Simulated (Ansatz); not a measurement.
## Na2CdGe2Se6: 23Na NMR of the central transition

Cell: a diffraction structure from the COD, its atoms then relaxed with PBE in this cell.

```cif
data_Na2CdGe2Se6
_symmetry_space_group_name_H-M 'Cc'
_symmetry_Int_Tables_number 9
_cell_length_a 7.5890
_cell_length_b 13.1820
_cell_length_c 12.0690
_cell_angle_alpha 90.000
_cell_angle_beta 98.829
_cell_angle_gamma 90.000
loop_
_atom_site_label
_atom_site_type_symbol
_atom_site_symmetry_multiplicity
_atom_site_Wyckoff_symbol
_atom_site_fract_x
_atom_site_fract_y
_atom_site_fract_z
Na1 Na 4 a 0.3277 0.2997 0.6874
Na3 Na 4 a 0.4330 0.0018 0.3209
Cd Cd 4 a 0.2652 0.7489 0.5254
Ge7 Ge 4 a 0.0746 0.0233 0.5559
Ge9 Ge 4 a 0.3835 0.3587 0.3071
Se11 Se 4 a 0.3475 0.9426 0.5482
Se13 Se 4 a 0.8035 0.9319 0.4758
Se15 Se 4 a 0.5912 0.6904 0.4972
Se17 Se 4 a 0.6157 0.1530 0.6820
Se19 Se 4 a 0.5576 0.2106 0.3324
Se21 Se 4 a 0.0450 0.9961 0.7508
```

One atom of each set is listed; the run and its k-mesh use a cell of 22 atoms with edges of 7.61, 7.61, 12.07 Å.

The numbers come from a DFT calculation in Ansatz (r2SCAN, plane waves and PAW, scalar-relativistic, 500 eV cutoff, Γ-centred 5×5×3 k-points, Fermi–Dirac smearing 0.02 eV).

23Na has I = 3/2 and Q = 104.0 mb (Pyykkö 2018); at 9.4 T its Larmor frequency is ν₀ = 105.9 MHz. Only the quadrupole interaction is simulated: positions count from each site's isotropic chemical shift, and J coupling is left out, as are shift anisotropy and dipolar coupling, which fast spinning averages.

Task: Give C_Q, η, the quadrupolar product P_Q = |C_Q|(1 + η²/3)^½, the second-order isotropic shift and the breadth of the pattern (fast magic-angle spinning) for each Na site.

Result: 

```csv
site,first shell,C_Q (MHz),η,P_Q (MHz),δ_QIS (ppm),breadth (kHz)
Na1,5 Se at 2.90–3.10 Å,-1.03,0.74,1.12,-2.81,0.680
Na3,6 Se at 2.91–3.34 Å,-0.646,0.73,0.702,-1.10,0.266
```

δ_QIS = −(ν_Q²/30ν₀²)[I(I+1) − 3/4](1 + η²/3) × 10⁶ ppm with ν_Q = 3|C_Q|/[2I(2I−1)]; it falls as 1/B₀² in ppm, and the breadth as 1/B₀ in kHz.

The largest force is 0.3 eV/Å, so the atoms aren't at the calculated equilibrium and relaxing them would move these values.

Hardware: 2 threads of Arm Neoverse N1 (aarch64; 36 cores open to the job, memory cap 5.0 GiB, no GPU), a shared host with a load of 0.9 a core. Wall time 16 min, CPU time 31 min, peak memory 4.1 GiB.
